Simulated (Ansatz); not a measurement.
Relaxed TiAl3 (D022 type, space group I4/mmm):

```
CELL_PARAMETERS angstrom
     -1.92294     1.92294     4.30997
      1.92294    -1.92294     4.30997
      1.92294     1.92294    -4.30997
ATOMIC_POSITIONS crystal
  Al 0.50000 0.50000 0.00000
  Al 0.75000 0.25000 0.50000
  Al 0.25000 0.75000 0.50000
  Ti 0.00000 0.00000 0.00000
```

In this cell atom 2 (Al, nearest neighbour Al at 2.719 Å; its periodic images, 3.8 Å or more away, move with it) is moved by s along Cartesian [111], unit vector (0.577, 0.577, 0.577); all other atoms and the cell stay fixed.

The numbers are results of PBE (plane waves to 420 eV, PAW, scalar-relativistic; Ansatz, a first-principles code), not measurements. k mesh 14×14×14 (Γ-centred), Fermi-Dirac smearing 0.05 eV. E stands for the smeared free energy. With partly filled bands, energies and forces of such displacements shift with the k mesh and the smearing. TiAl3 is run without spin polarisation. TiAl3 was relaxed with its symmetry unable to fall. The zero of ΔE is the undisplaced structure. The last digit holds for this mesh only.

| s (Å) | ΔE (meV/cell) |
|---|---|
| -0.270 | withheld |
| -0.216 | 158.1 |
| -0.162 | 87.8 |
| -0.108 | 38.7 |
| -0.054 | 9.6 |
| 0.000 | 0.0 |
| 0.054 | 9.6 |
| 0.108 | 38.7 |
| 0.162 | 87.8 |
| 0.216 | 158.1 |
| 0.270 | withheld |

Task: Fit an even polynomial form (powers 2, 4) to the given rows and predict ΔE at s = 0.270.

Result: Least squares on the 9 given rows: ΔE = (3292)·s² + (2080)·s⁴, in meV/cell with s in Å; root-mean-square residual 0.02 meV/cell. At 0.270 the fit gives 251.0 meV/cell; the calculation gives 250.8 meV/cell, so the extrapolation is off by 0.2 (+0.1 %). The quadratic term alone would give 240.0 meV/cell.

(A displaced cell: forces are minus the slopes of the energy, force constants its curvatures, and phonons follow from these.)
